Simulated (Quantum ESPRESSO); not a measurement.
Ge7, a curve over strain

Computed values, not a measurement. The program is pw.x of Quantum ESPRESSO 7.5 (plane-wave density functional theory). The cell is made up: 7 atoms on a zincblende/diamond lattice with one site empty, with randomly drawn elements, strain and displacements, not relaxed. PseudoDojo standard norm-conserving files (v0.5 for PBE, v0.4.1 for LDA and PBEsol) set the functional; there is no spin polarisation, spin-orbit coupling or dispersion term, and the masses in the input are unused placeholders. A spin-polarised start on this cell or one of its family kept no moment.

Seven runs add a strain to one cell (along z); the atoms follow the cell and are not relaxed. Stress in the table is positive in tension.

Input of the run at +0.0022:

```
&control calculation='scf', pseudo_dir='./dojo.nc.sr.pbe.v0_5.standard.upf', outdir='./o', disk_io='low', tprnfor=.true., tstress=.true. /
&system ibrav=0, nat=7, ntyp=1, nbnd=59, ecutwfc=77.98206166, nosym=.true., tot_charge=0,
 occupations='smearing', smearing='fd', degauss=0.0073498644
/
&electrons conv_thr=7.350e-09, electron_maxstep=60, /
ATOMIC_SPECIES
Ge 1.0 Ge.upf
CELL_PARAMETERS angstrom
5.6683 0.0112 0.0164
0.0112 5.577 0.0755
0.0164 0.0753 5.5176
ATOMIC_POSITIONS angstrom
Ge -0.0573 0.0168 -0.0035
Ge -0.0313 2.8086 2.857
Ge 2.8603 -0.0428 2.8078
Ge 1.4578 1.4273 1.3621
Ge 1.4914 4.2426 4.2363
Ge 4.2697 1.4738 4.1774
Ge 4.1887 4.1988 1.4019
K_POINTS automatic
6 6 6 1 1 1
```

| added strain | free energy less that of the input shown (eV) | stress xx (GPa) | stress yy (GPa) | stress zz (GPa) | stress xy (GPa) | pressure (GPa) | iterations |
| --- | --- | --- | --- | --- | --- | --- | --- |
| -0.0177 | 0.0880 | -3.02 | -4.22 | -4.90 | -0.87 | 4.05 | 10 |
| -0.0061 | 0.0323 | -2.43 | -3.58 | -3.91 | -0.82 | 3.31 | 11 |
| -0.0027 | 0.0183 | -2.26 | -3.40 | -3.63 | -0.81 | 3.10 | 11 |
| +0.0022 | 0.0000 | -2.03 | -3.15 | -3.22 | -0.79 | 2.80 | 11 |
| +0.0088 | -0.0214 | -1.74 | -2.83 | -2.69 | -0.76 | 2.42 | 11 |
| +0.0111 | -0.0280 | -1.63 | -2.72 | -2.50 | -0.75 | 2.29 | 11 |
| +0.0240 | -0.0562 | -1.10 | -2.14 | -1.49 | -0.70 | 1.58 | 11 |

A cubic fit gives a slope of stress zz against the added strain of 82 GPa at zero added strain, with the atoms clamped. Across the table the free energy follows the integral of the stress to within 1.2 meV. A rerun of one of the cells at 1347 eV and a 8 x 8 x 8 mesh moved values by no more than 0.007 eV in energy, 0.02 GPa in stress and 0.005 eV/Å in force.